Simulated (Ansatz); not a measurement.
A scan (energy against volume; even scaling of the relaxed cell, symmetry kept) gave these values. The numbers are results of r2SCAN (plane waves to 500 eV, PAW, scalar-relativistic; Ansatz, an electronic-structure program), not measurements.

Bulk modulus at fixed cell shape B₀ (third-order Birch-Murnaghan fit): 197 GPa
Pressure derivative B₀′ (fit): 4.3
Equilibrium volume of the fit: 14.41 Å³/atom

**Question.** Of these crystals, all scanned alike, which one is it?
A) TaSi₂ (CrSi2 type, space group P6_222)
B) TiB₂ (AlB2 type, space group P6/mmm)
C) TiAl (CuAu type, space group P4/mmm)

**Answer.** A, TaSi₂ (CrSi2 type, space group P6_222). The others have, for the bulk modulus at fixed cell shape: TiB2 263 GPa, TiAl 121 GPa

All were relaxed with their symmetry unable to fall. Spin-orbit coupling is left out. TaSi2 is run without spin polarisation. TiAl is run without spin polarisation. TiB2 is run without spin polarisation. With the shape held, the modulus is that of even scaling; a crystal free to change shape is softer.

(Under strain, the slope of the energy per volume gives the stress and its curvature an elastic modulus.)
